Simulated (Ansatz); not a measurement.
Zone-centre modes in Sn

Computed with DFT r2SCAN, scalar-relativistic, plane waves, PAW (Ansatz 0.2.0). Cutoff 500 eV, Γ-centred 16×16×8 k-points, Gaussian smearing of 0.15 eV. No spin polarisation.

The undisturbed cell (as given, not relaxed at this level; this form isn't the usual structure):

```
CELL_PARAMETERS angstrom
0.00000 -3.18150 0.00000
-3.18150 0.00000 0.00000
0.00000 0.00000 -5.83130
ATOMIC_POSITIONS crystal
Sn 0.50000 0.50000 0.50000
Sn 0.00000 0.00000 0.00000
```

Harmonic modes by finite displacements of 0.02 Å, without the LO–TO term. The cell doubles the primitive one, so its zone centre also holds the primitive cell's point q = (1/2, 1/2, 1/2).

Question: At this geometry, is the structure stable against these modes?

Answer: No: 2 modes are unstable, the strongest at 63i cm⁻¹.

Question: List the wavenumbers in cm⁻¹.

Answer: 63i, 63i, 0, 0, 0, 36.

Cost: 1 run of about 3 core-minutes, on Arm Neoverse V1 (shared hosts).